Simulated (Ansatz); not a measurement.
# Property card for Ge$_{4}$Pd

These are results of Ansatz, DFT PBE, scalar-relativistic, plane waves, PAW, not measurements.

Plane waves to 420 eV, a k mesh through Γ of 12×12×8 on the computed 5-atom cell and Gaussian smearing (0.10 eV); no spin polarisation.

The structure is relaxed at this level of theory with its symmetry kept, and needn't be the ground state of this composition.

```
CELL_PARAMETERS angstrom
4.61419 0.00000 0.00000
-2.30710 3.99601 0.00000
0.00000 0.00000 5.43866
ATOMIC_POSITIONS crystal
Ge 0.33333 0.66667 0.50000
Ge 0.66667 0.33333 0.50000
Ge 0.33333 0.66667 0.00000
Ge 0.66667 0.33333 0.00000
Pd 0.00000 0.00000 0.50000
```

```json
{
 "Space group": "P6/mmm (No. 191)",
 "Volume per atom": "135.3 bohr³",
 "Formation energy from the elements' standard states (uncorrected)": "+0.127 eV/atom",
 "Kohn–Sham band gap": "none (metal)",
 "Density of states at the Fermi level": "2.1 states/eV per cell",
 "Orbital (Löwdin) character within 0.5 eV of the Fermi level": "Ge 4p 74 %, Pd 4d 13 %, Ge 4s 10 %",
 "Bader charge by site (e)": "Ge (2 in the cell) 0.11, Ge (2 in the cell) 0.04, Pd (1 in the cell) -0.31"
}
```

Another cell of Ge4Pd relaxed alike, in P4/mmm, lies 113 meV/atom lower, so this cell isn't the stable form at this level.

The cell was found from a structure generator's guess, not taken from experiment. Löwdin shares on free-atom orbitals overweight diffuse shells.
